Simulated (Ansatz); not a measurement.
SnI4O12: Electric field gradients

The cell is a measured structure from the Crystallography Open Database (COD), its atoms then relaxed with PBE in this cell.

Space group P-1 (No. 2); a = 5.0576, b = 6.2808, c = 8.3865 Å, α = 87.68°, β = 88.65°, γ = 89.03°.

```
site  Wyckoff  site symmetry       x       y       z
  Sn       1b             -1  0.0000  0.0000  0.5000
  I2       2i              1  0.5061  0.7763  0.2371
  I4       2i              1  0.9804  0.6996  0.8438
  O6       2i              1  0.7833  0.9589  0.2965
  O8       2i              1  0.3033  0.7954  0.4242
 O10       2i              1  0.8470  0.7455  0.6368
 O12       2i              1  0.8261  0.4351  0.8855
 O14       2i              1  0.6674  0.5284  0.2906
 O16       2i              1  0.7311  0.8623  0.9459
```

One atom of each set is listed.

All values are calculated (Ansatz; DFT, PBE, plane waves and PAW, with spin–orbit coupling, 420 eV cutoff, Γ-centred 5×4×3 k-points, Fermi–Dirac smearing 0.02 eV), not measured.

Conventions: |V_zz| ≥ |V_yy| ≥ |V_xx|, η = (V_xx − V_yy)/V_zz, C_Q = eQV_zz/h.

¹²⁷I: I = 5/2, Q = -688.2 mb; ¹⁷O: I = 5/2, Q = -25.58 mb. Nuclear quadrupole moments: year-2017 set (Pyykkö).

Q: Give the quadrupolar parameters of the distinct sites.

A: 

```
site  atoms                                                    first shell  V_zz (10²¹ V/m²)     η  C_Q (MHz)
  Sn      1                                             6 O at 2.08–2.09 Å             -5.48  0.50          –
  I2      2                         3 O at 1.79–1.91 Å; also 1 O at 2.43 Å             -51.9  0.49        864
  I4      2                                             3 O at 1.83–1.89 Å             -50.4  0.19        839
  O6      2  1 I at 1.91 Å, 1 Sn at 2.08 Å, angle 136°; also 1 I at 2.69 Å             12.99  0.58      -8.03
  O8      2                      1 I at 1.86 Å, 1 Sn at 2.09 Å, angle 134°             14.54  0.37      -8.99
 O10      2                      1 I at 1.89 Å, 1 Sn at 2.08 Å, angle 117°             14.01  0.62      -8.66
 O12      2                                                  1 I at 1.86 Å             14.80  0.44      -9.15
 O14      2                                                  1 I at 1.79 Å             15.63  0.23      -9.67
 O16      2                                                  1 I at 1.83 Å             13.27  0.30      -8.21
```

At O12, O14 and O16 V_zz points along its bond to I (within 2°) in each case. At I4 V_zz stands upright on the plane through its three neighbours (within 6°). At O6 V_zz runs parallel to the line that joins its two neighbours (within 11°).

Sn has no stable isotope with a ground-state quadrupole moment in the table, so no C_Q is given.
